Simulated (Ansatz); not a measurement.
**TaAg: computed property card**

TaAg:
```
CELL_PARAMETERS angstrom
      2.80497     0.00000     0.00000
      0.00000     2.80497     0.00000
      0.00000     0.00000     4.29188
ATOMIC_POSITIONS crystal
  Ag 0.00000 0.00000 0.00000
  Ta 0.50000 0.50000 0.50000
```

Space group P4/mmm (No. 123), L1₀ or tetragonal B2; conventional cell a = b = 2.805 Å, c = 4.292 Å, α = β = γ = 90.00°.

Method: plane-wave PAW PBEsol (Ansatz code). Structure relaxed to zero pressure with the same functional. Other levels are named where they apply.

### Cell and energy

```
Property                                                     Result
-----------------------------------------------------  ------------
Volume per atom                                            16.88 Å³
Density                                                 14.20 g/cm³
Formation energy from the elements (no fitted shifts)  324 meV/atom
```

### Electronic structure

```
Property                                                                    Result
------------------------------------  --------------------------------------------
Electronic character                                             metallic (no gap)
Density of states at the Fermi level  0.88 states/eV per atom (mean over ±0.08 eV)
Gap with spin–orbit coupling                                       none (metallic)
```

### Mechanics

```
Quantity                                                                                                 Result
--------------------------------------------  -----------------------------------------------------------------
Bulk modulus (Birch–Murnaghan fit)                                                                    1770 kbar
Pressure derivative B′                                                                                      4.2
Elastic constants (relaxed ions, GPa)         C11 = 272, C12 = 102, C13 = 158, C33 = 223, C44 = 103, C66 = 14.7
Mechanical stability                                                     stable (all eigenvalues of C positive)
Hill bulk and shear moduli                                                                     178 and 52.7 GPa
Young's modulus                                                                                         144 GPa
Poisson's ratio                                                                                            0.37
Debye temperature from the elastic constants                                                              252 K
```

### Phonons

```
Item                                           Result
-----------------------------  ----------------------
Highest zone-centre frequency                5.55 THz
Zone-centre stability          no imaginary mode at Γ
```

The start of the workflow was typed in or built on a structure type; neither database checked (COD, Materials Project) lists it. Its standing as an ambient phase is unchecked. The cell was relaxed with PBEsol under the symmetry of its start. No spin polarisation was allowed. Its formation energy is positive at this level, so the cell may be metastable or incomplete. As this level gives no gap, shear constants depend on the k-mesh and smearing (Fermi–Dirac, 0.1 eV here). As this level gives no gap, phonon frequencies hold no LO–TO term and depend on the k-mesh and smearing (Fermi–Dirac, 0.1 eV here). Axis ratios of metals converge slowly with the k-mesh, so a and c are less sure than the volume. On the denser mesh and wider smearing of the elastic run this cell carries a stress of 0.5 GPa. The references are the lowest solids computed at this level, not always the standard phases. Scalar-relativistic: spin–orbit coupling is off unless named, which matters more the heavier the elements.

Potentials: the later of the program's two PAW sets.
